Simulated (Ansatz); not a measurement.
Molecular dynamics on a 2×2×2 supercell (16 atoms) of MgS (rocksalt), relaxed with r2SCAN. Forces come from r2SCAN in Ansatz 0.2.0: a Nosé-Hoover thermostat at fixed volume, 200 K, steps of 1 fs. Spin polarisation is off, nuclei are classical, and the run is far too short for thermal averages.

```yaml
crystal:
  lattice:
    - [0.0, 5.203035874, 5.203035874]
    - [5.203035874, 0.0, 5.203035874]
    - [5.203035874, 5.203035874, 0.0]
  atoms:
    - { symbol: Mg, position: [0.0, 0.0, 0.0] }
    - { symbol: S, position: [0.25, 0.25, 0.25] }
    - { symbol: Mg, position: [0.0, 0.0, 0.5] }
    - { symbol: S, position: [0.25, 0.25, 0.75] }
    - { symbol: Mg, position: [0.0, 0.5, 0.0] }
    - { symbol: S, position: [0.25, 0.75, 0.25] }
    - { symbol: Mg, position: [0.0, 0.5, 0.5] }
    - { symbol: S, position: [0.25, 0.75, 0.75] }
    - { symbol: Mg, position: [0.5, 0.0, 0.0] }
    - { symbol: S, position: [0.75, 0.25, 0.25] }
    - { symbol: Mg, position: [0.5, 0.0, 0.5] }
    - { symbol: S, position: [0.75, 0.25, 0.75] }
    - { symbol: Mg, position: [0.5, 0.5, 0.0] }
    - { symbol: S, position: [0.75, 0.75, 0.25] }
    - { symbol: Mg, position: [0.5, 0.5, 0.5] }
    - { symbol: S, position: [0.75, 0.75, 0.75] }
kpoints:
  mp_grid: { grid: [2, 2, 2] }
hamiltonian:
  xc: r2scan
scf:
  occupations: { method: fermi_dirac, width: 0.02 }
md:
  ensemble: nvt_nose_hoover
  temperature: 200
  timestep: 1.0
  n_steps: 20
  initial_velocities: maxwell_boltzmann
  seed: 2793
```

Run as `ansatz run input.yaml --threads 4 --pin off --max-ram 3686MiB --backend cpu --events-out ev --progress --plain --runs-dir out`. It took 3.2 min on 4 threads of Arm Neoverse N1 (shared host); peak host memory 1.5 GiB.

```
step  t (fs)  T (K)  free energy F from step 0 (meV/atom)  kinetic energy (meV/atom)  largest force (eV/Å)
   0       0    200                                   0.0                       24.2                  0.00
   1       1    200                                   0.1                       24.2                  0.04
   2       2    198                                   0.2                       24.0                  0.08
   3       3    196                                   0.5                       23.8                  0.12
   4       4    193                                   0.9                       23.4                  0.16
   5       5    189                                   1.3                       22.9                  0.20
   6       6    184                                   1.9                       22.4                  0.24
   7       7    179                                   2.5                       21.7                  0.28
   8       8    173                                   3.3                       21.0                  0.32
   9       9    166                                   4.1                       20.2                  0.36
  10      10    159                                   4.9                       19.3                  0.40
  11      11    152                                   5.9                       18.4                  0.44
  12      12    144                                   6.8                       17.4                  0.48
  13      13    136                                   7.8                       16.4                  0.51
  14      14    127                                   8.8                       15.4                  0.55
  15      15    119                                   9.9                       14.4                  0.58
  16      16    110                                  10.9                       13.4                  0.61
  17      17    102                                  11.9                       12.4                  0.64
  18      18     94                                  12.9                       11.4                  0.67
  19      19     86                                  13.9                       10.4                  0.70
  20      20     78                                  14.8                        9.5                  0.72
```

The temperature goes from 200 K to 78 K in 20 fs. The thermostat hasn't had time to restore it. The atoms start on their lattice sites with kinetic energy alone, so much of it first passes into potential energy. By the last step the atoms have moved 0.07 Å in the root mean square, the drift of the whole cell taken out, 0.12 Å at most.

Positions (Å) and forces (eV/Å) at step 20:
```
Mg   0.008  -0.025   0.035    -0.162   0.163  -0.147
S    2.544   2.622   2.578     0.669  -0.150   0.216
Mg   2.600   2.568   0.064     0.028   0.244  -0.493
S    5.152   5.239   2.574     0.167  -0.602   0.255
Mg   2.558   0.010   2.608     0.032  -0.153   0.095
S    5.266   2.560   5.219    -0.303   0.112  -0.391
Mg   5.166   2.538   2.618     0.272   0.284   0.088
S    7.776   5.221   5.202     0.154  -0.032  -0.077
Mg   0.074   2.513   2.609    -0.562   0.346  -0.151
S    2.630   5.171   5.174    -0.099   0.220   0.134
Mg   2.550   5.255   2.626     0.201   0.086  -0.232
S    5.237   7.822   5.174    -0.302   0.010   0.322
Mg   2.584   2.620   5.202     0.304  -0.191   0.128
S    5.209   5.177   7.750    -0.148   0.239   0.541
Mg   5.193   5.265   5.292     0.143  -0.359  -0.532
S    7.870   7.865   7.770    -0.392  -0.217   0.242
```
